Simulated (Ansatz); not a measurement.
Convergence test, InSe2

The calculation used DFT PBEsol, scalar-relativistic, plane waves, PAW (Ansatz).

```xyz
6
Lattice="3.8949 0.0000 0.0000 0.0000 3.8949 0.0000 0.0000 0.0000 9.6262" Properties=species:S:1:pos:R:3 pbc="T T T"
In    0.0000    1.9474    6.8006
In    1.9474    0.0000    2.8256
Se    0.0000    1.9474    3.5252
Se    1.9474    0.0000    6.1010
Se    0.0000    0.0000    0.0000
Se    1.9474    1.9474    0.0000
```

The plane-wave cutoff is 420 eV. The Γ-centred k-mesh is 5×5×2 and the spin treatment is unpolarised.

The atoms stay fixed while the smearing width on a coarse mesh is varied. ΔE is the energy extrapolated to zero smearing, less that of the reference run (10×10×4 Γ-centred mesh, Gaussian smearing 0.1 eV). The cell isn't necessarily relaxed at this level. Pressure is positive in compression.

| rule, width (eV) | ΔE (meV/atom) | ΔF, free energy (meV/atom) | P (GPa) | largest change of a force component (eV/Å) |
| --- | --- | --- | --- | --- |
| Gaussian 0.01 | 7.09 | 8.27 | -3.58 | 0.146 |
| Gaussian 0.05 | 6.85 | 7.79 | -3.58 | 0.146 |
| Gaussian 0.1 | 6.61 | 7.16 | -3.58 | 0.145 |
| Gaussian 0.2 | 6.68 | 5.08 | -3.54 | 0.127 |
| Gaussian 0.4 | 7.87 | -4.03 | -3.38 | 0.086 |

Cost: 5 runs of about 0.94 core-minutes in all, on Intel Xeon Processor @ 2.50GHz (Skylake/Cascade Lake) (shared hosts).